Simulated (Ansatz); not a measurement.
Given:

RuC (CsCl type, space group No. 221), a = 2.6333 Å, b = 2.6333 Å, c = 2.6333 Å, α = 90.00°, β = 90.00°, γ = 90.00°.

This is the PBEsol-relaxed structure.

Q: All from plane-wave PAW PBEsol (Ansatz code), unless another level is named. Predict the bulk modulus (Birch–Murnaghan fit).

A: 3780 kbar.

Q: Next, the elastic constants (relaxed ions, GPa)?

A: C11 = 875, C12 = 132, C44 = -31.2.

Space group Pm-3m (CsCl type). The cell is a constructed one: a structure type filled with these elements; neither database checked (COD, Materials Project) lists it. Whether it is the stable phase at ambient conditions was not checked. The PBEsol relaxation kept the symmetry of its start. At this level the phase is dynamically unstable (imaginary phonons). The run is not spin-polarised. As this level gives no gap, shear constants depend on the k-mesh and smearing (Fermi–Dirac, 0.1 eV here).

Potentials: the earlier of the program's two PAW sets. The files were generated under PBE; for other functionals the program regenerates the frozen cores, and for LDA and PBEsol the local potential too.
